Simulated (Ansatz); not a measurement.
Computed with DFT PBE+D3(BJ), scalar-relativistic, plane waves, PAW (Ansatz). Settings: cutoff 420 eV, Γ-centred meshes spaced at most about 0.3 Å⁻¹, and about 0.25 Å⁻¹ or finer for metals (2π included), Gaussian smearing. No spin polarisation in the final relaxations.

These are static total energies at zero pressure.

Compare these two cells of NaP2, each relaxed at this level.

A. Space group R-3m (No. 166), trigonal, a = 3.610 Å, c = 15.858 Å. Na has 8 P at 3.01–3.12 Å and 6 Na at 3.61 Å; P is surrounded by 3 P at 2.29 Å and 4 Na at 3.01–3.12 Å.

B. Space group P-1 (No. 2), triclinic, a = 3.277 Å, b = 5.633 Å, c = 6.968 Å, α = 98.0°, β = 93.3°, γ = 104.5°. Na is surrounded by 9 P at 2.88–3.52 Å, 2 Na at 3.28 Å and 2 Na at 3.66–3.80 Å; around P on its first site lie 2 P at 2.21 Å, 5 Na at 2.88–3.29 Å and 4 P at 3.28–3.39 Å; around P on its second site lie 3 P at 2.21–2.24 Å, 1 Na at 2.91 Å, 4 P at 3.28–3.39 Å and 3 Na at 3.41–3.52 Å.

Task: Which form is favoured at zero pressure, and by what margin per atom?

Result: B is lower, by 191 meV/atom. A has space group R-3m (No. 166), 19.9 Å³/atom and no gap on its mesh; B has space group P-1 (No. 2), 20.5 Å³/atom and a gap of 0.87 eV. Counting P atoms around Na (those within 1.25 times the shortest such distance or 1.15 times the sum of covalent radii), A has Na 8 and B has Na 9. A holds P–P nets (shortest 2.29 Å); B holds P–P chains (shortest 2.21 Å). Both come from invented guesses.

Kohn–Sham gaps at this level usually fall short of measured ones. In R-3m an odd number of electrons in the primitive cell allows no gap without spin; a larger cell or a magnetic state could open one. A magnetic state wasn't ruled out in cells without spin, among them R-3m. Cells relaxed within their symmetry can be saddle points. The P-1 cell of NaP2 came from shaking the R-3m one.
